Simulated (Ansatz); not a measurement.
input.yaml (Ansatz)

```yaml
crystal:
  lattice:
    - [5.484120568, 0.0, 0.0]
    - [-2.742060284, 4.7493877293, 0.0]
    - [0.0, 0.0, 3.2556472726]
  atoms:
    - { symbol: Yb, position: [1.0, 1.0, 0.0] }
    - { symbol: Yb, position: [0.3333333333, 0.6666666667, 0.5] }
    - { symbol: Yb, position: [0.6666666667, 0.3333333333, 0.5] }
hamiltonian:
  xc: pbesol
  pseudopotentials:
    kind: paw
    azcp:
      Yb: "pseudopotentials/Yb.paw.azcp"
basis:
  ecutwfc: 420
  fft_grid_basis: typed
kpoints:
  mp_grid: { grid: [7, 7, 11], shift: [0, 0, 0] }
magnetization:
  spin_polarized: false
scf:
  occupations: { method: fermi_dirac, width: 0.1 }
  lower_state_search: "off"
output:
  stress: true
```

and its output:

```
Warning: the record states the generating functional pbe (its physics header spells it `PBE`), which answers neither for hamiltonian.xc's functional nor for the pbesol family's — results may be inconsistent (PPs are generated against a specific XC)
Engine: ansatz 0.2.0, aarch64-unknown-linux-gnu
Pseudopotentials: kind: paw
Pseudopotential: Yb, paw, valence charge 24, recommended cutoff 420 eV (normal) 
Functional definition: PBEsol
  exchange = pbesol_x
  correlation = pbesol_c
Crystal: 3 atoms, lattice volume = 84.797 Å³
Basis set: ecut = 420 eV, 1661 PW (Γ)
Bands: 44, of which v1, the nominal top of the filled ones, is band 36 counted from 1 (35 counted from 0)
Symmetry: 24 space group operations
Space group: P6/mmm (ITA 191), of the structure as read, at distance tolerance 4.4e-5 Å
k-points: 48 of 539
Non-local potential: Yb, projectors of the file, l = 0: 3, l = 1: 2, l = 2: 2, l = 3: 3
PAW form: soft (Blöchl's): semilocal exchange-correlation on the pseudo side does not see the compensation charge
PAW frozen core: Yb, regenerated for the run's functional, and the local potential with it (the file was generated under x = pbe(κ = 0.804, μ = 0.2195149727645171), c = pbe(β = 0.06672455060314922))
PAW one-centre angular grid: Yb, 590 points (default); XC on 64 Gauss nodes
Initial density: superposition of atomic densities (neutral atoms: chi_scale 0, normalization atom), corrected by the library's trained network
Initial wavefunctions: pseudopotential atomic-orbital guess
Functional: x = pbesol(κ = 0.804, μ = 0.12345679012345678), c = pbesol(β = 0.046)
SCF iter   1: F=—  HF=-41029.345857 eV  |F-HF|=—  |Δ(HF+E_count)|=         —  Δρ=8.24e-3  dr2=6.92e-2  ethr=1.77e-3  ⟨swp⟩=6.0  Hψ=8323  notcnv=0
SCF iter   2: F=—  HF=-41029.334892 eV  |F-HF|=—  |Δ(HF+E_count)|=   1.10e-2  Δρ=4.51e-3  dr2=2.32e-2  ethr=9.62e-5  ⟨swp⟩=2.0  Hψ=3821  notcnv=0
SCF iter   3: F=—  HF=-41029.332462 eV  |F-HF|=—  |Δ(HF+E_count)|=   2.43e-3  Δρ=8.15e-4  dr2=8.49e-4  ethr=3.22e-5  ⟨swp⟩=1.3  Hψ=2493  notcnv=0
SCF iter   4: F=—  HF=-41029.332327 eV  |F-HF|=—  |Δ(HF+E_count)|=   1.35e-4  Δρ=2.96e-4  dr2=1.37e-4  ethr=1.18e-6  ⟨swp⟩=2.2  Hψ=3831  notcnv=0
SCF iter   5: F=—  HF=-41029.332294 eV  |F-HF|=—  |Δ(HF+E_count)|=   3.33e-5  Δρ=2.49e-4  dr2=5.41e-5  ethr=1.91e-7  ⟨swp⟩=2.2  Hψ=3728  notcnv=0
SCF iter   6: F=—  HF=-41029.332295 eV  |F-HF|=—  |Δ(HF+E_count)|=   1.24e-6  Δρ=7.52e-5  dr2=5.73e-6  ethr=7.51e-8  ⟨swp⟩=1.3  Hψ=2388  notcnv=0
SCF iter   7: F=—  HF=-41029.332296 eV  |F-HF|=—  |Δ(HF+E_count)|=   5.28e-7  Δρ=3.18e-5  dr2=7.80e-7  ethr=7.96e-9  ⟨swp⟩=2.1  Hψ=3776  notcnv=0
SCF iter   8: F=-41029.332295 eV  HF=-41029.332296 eV  |F-HF|=6.33e-8  |Δ(HF+E_count)|=   1.56e-7  Δρ=7.75e-6  dr2=3.91e-8  ethr=1.39e-10  ⟨swp⟩=5.3  Hψ=12539  notcnv=0
SCF 1 converged in 8 iterations: F = -41029.332295 eV  dr2 = 3.91e-8
SCF converged after 8 iterations
Free energy (F): -41029.332295 eV
Harris-Foulkes:  -41029.332296 eV  (|F-HF|=6.33e-8)
Internal energy: -41029.103357 eV  (E = F + TS)
E sigma→0 (E₀):  -41029.217826 eV
Entropy (-TS):   -0.228939 eV (-76.313 meV/atom)
Fermi energy:    13.736765 eV
--- Per-component energies (eV) ---
  E_band       = 216.363291
  E_kinetic    = 1082.097075
  E_local      = -17319.948498  (includes V_loc(G=0)·N_el)
  E_nonlocal   = 1640.079778
  E_hartree    = 7533.945330
  E_xc         = -492.798193
  E_vxc        = -617.028234  (∫ρ·V_xc dr)
  E_paw        = -21697.423070  (= ΣΔE_a)
  E_vpaw       = 363.283644  (= ΣTr[D̂ρ^β])
  E_aug_tail   = 0.000007  (compensation charges beyond the density's cutoff)
  E_ewald      = -11778.443368
  E_core_change = 3.387582  (= ΣΔE_core)
  E_smearing   = -0.228939  (= −TS)
  E_closure    = -0.000000  (closes the sum)
  Σ components = -41029.332295   (vs F -41029.332295, Δ=0.00e0)
--- Stress (GPa, compression-positive) ---
        3.588297       0.000000       0.000000
       -0.000000       3.588297       0.000000
        0.000000       0.000000       3.346905
  P = ⅓ Tr σ = 3.5078 GPa (35.078 kbar)
```
